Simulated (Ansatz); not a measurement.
Space group I4/mmm (No. 139). a = 4.045 Å, b = 4.045 Å, c = 9.865 Å, α = 90.00°, β = 90.00°, γ = 90.00°
```
atom site symmetry x y z
  Ca    2a     4/mmm  0.0000  0.0000  0.0000
   P    4e       4mm  0.5000  0.5000  0.1346
  Ru    4d      -4m2  0.0000  0.5000  0.2500
```

Equation of state of this CaP2Ru2 structure (not necessarily the ground state), with shape and atoms relaxed at each volume where symmetry leaves them free. It has no gap at any of these volumes. Theory: DFT r2SCAN, scalar-relativistic, plane waves, PAW in Ansatz 0.2.0.

Cutoff 500 eV; k points 12×12×12 on the computed 5-atom cell (Γ-centred); Gaussian smearing, width 0.10 eV; no spin polarisation.

| V (Å³/atom) | E − E(largest V) (meV/atom) | P (GPa) |
| --- | --- | --- |
| 14.206 | 72.98 | 20.27 |
| 14.691 | 23.02 | 13.05 |
| 15.175 | -7.41 | 7.34 |
| 15.659 | -22.76 | 3.03 |
| 16.144 | -27.12 | 0.01 |
| 16.628 | -23.71 | -2.10 |
| 17.112 | -15.15 | -3.28 |
| 17.758 | 0.00 | -4.37 |

Fit a third-order Birch–Murnaghan equation to E(V).

V0 = 16.15 Å³/atom, B0 = 83 GPa, B0' = 11.6. B0' is unusual or poorly fixed by this range.

Cost: 8 runs of about 10 core-minutes in all, on AMD EPYC 9R45 (Zen 5) (shared hosts).